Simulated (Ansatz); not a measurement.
Bi2Pd:
```
CELL_PARAMETERS angstrom
     -1.68037     1.68037     6.40623
      1.68037    -1.68037     6.40623
      1.68037     1.68037    -6.40623
ATOMIC_POSITIONS crystal
  Pd 0.00000 0.00000 0.00000
  Bi 0.36336 0.36336 0.00000
  Bi 0.63664 0.63664 0.00000
```

Relaxed with PBEsol. Special points in fractions of this cell's reciprocal vectors: Γ (0.000, 0.000, 0.000); X (0.000, 0.000, 0.500); P (0.250, 0.250, 0.250); N (0.000, 0.500, 0.000); M (0.500, 0.500, -0.500); S (0.267, 0.733, -0.267); S0 (-0.267, 0.267, 0.267); R (-0.034, 0.034, 0.500); G (0.500, 0.500, -0.034).

### Question
List the band energies nearest the Fermi level at these points for the program Ansatz at the PBEsol with spin–orbit coupling level (PAW).

### Answer
In eV from the Fermi level; about four levels below and three above (degenerate sets whole), none deeper than 8.9 eV; points with the same levels are listed once.

```json
[
 {"k": "Γ", "below": "-2.65 -2.65 -2.52 -2.52", "above": "0.36 0.36 2.18 2.18"},
 {"k": "X", "below": "-1.93 -1.93 -0.99 -0.99", "above": "0.48 0.48 1.19 1.19"},
 {"k": "P", "below": "-1.92 -1.92 -0.61 -0.61", "above": "0.10 0.10 1.14 1.14"},
 {"k": "N", "below": "-2.16 -2.16 -1.70 -1.70", "above": "1.01 1.01 3.98 3.98"},
 {"k": "M", "below": "-2.52 -2.52 -1.56 -1.56", "above": "0.82 0.82 2.28 2.28"},
 {"k": "S", "below": "-2.42 -2.42 -1.42 -1.42", "above": "1.20 1.20 3.04 3.04"},
 {"k": "R", "below": "-1.93 -1.93 -1.12 -1.12", "above": "0.49 0.49 1.25 1.25"}
]
```

Space group I4/mmm (MoSi2 or CaC2 type). The workflow started from an entry of the Crystallography Open Database (COD), which files this formula under 2 space groups. Its standing as an ambient phase is unchecked. Symmetry was held in the PBEsol relaxation; of distortions, only those at the zone centre were tested. No spin polarisation was allowed.

Potentials: the later of the program's two PAW sets.
